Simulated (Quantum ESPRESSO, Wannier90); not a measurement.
# Ge (P6₃/mmc, model phase), plane waves to Wannier functions

```xyz
4
Lattice="3.9976 0.0000 0.0000 -1.9988 3.4620 0.0000 0.0000 0.0000 6.5994" Properties=species:S:1:pos:R:3 pbc="T T T"
Ge    -1.9988     1.1540     0.4151
Ge     1.9988    -1.1540    -0.4151
Ge     1.9988    -1.1540    -2.8846
Ge    -1.9988     1.1540     2.8846
```

Materials Project entry mp-1007760; symmetrised, unrelaxed at this level. This isn't the element's usual structure (diamond); take it as a model of another phase. Level: PBEsol, no spin polarisation, no spin-orbit coupling; pw.x of Quantum ESPRESSO at 63 Ry with PseudoDojo potentials, 6×6×4 k-points, Wannier90. Density: 12×12×6 mesh, cold smearing 0.01 Ry. Spin-orbit coupling, left out, would split the p-like bands by a few tenths of an eV.

Functional, cutoff and mesh named above are those of the base row (6×6×4); the first column says what each row takes instead. Model: 16 functions from bands 21-46, start hydrogen-like Ge: s;p, centres 0.05 Å off the atoms, frozen window tied to the conduction edge or Fermi level of each row, as listed, which moves Ω_I and hoppings a little by itself. Energies are relative to the Fermi level; the misfit is to pw.x on a path, for states up to 1.0 eV relative to the Fermi level. Only the mesh of Bloch states changes. The disentangled Ω_I can sit in another minimum from row to row.

Task: Among the meshes 2×2×2, 3×3×2, 4×4×3, 5×5×3, 6×6×4, 7×7×5, which is the coarsest that interpolates to 20 meV rms?

Result: 6×6×4.

| mesh | frozen to (eV) | Ω_I (Å²) | rms misfit (meV) | k-points (cost) | rough cost of nscf and overlaps (first row = 1) |
|---|---|---|---|---|---|
| 2×2×2 | 1.50 | 16.45 | 232 | 8 | 1.0 |
| 3×3×2 | 1.50 | 19.86 | 104 | 18 | 1.8 |
| 4×4×3 | 1.50 | 21.73 | 55 | 48 | 3 |
| 5×5×3 | 1.50 | 22.72 | 30 | 75 | 5 |
| 6×6×4 | 1.50 | 24.32 | 9.6 | 144 | 9 |
| 7×7×5 | 1.50 | 24.39 | 9.6 | 245 | 15 |

Ω_I still rises with the mesh: the finite-difference spreads converge slowly and from below.
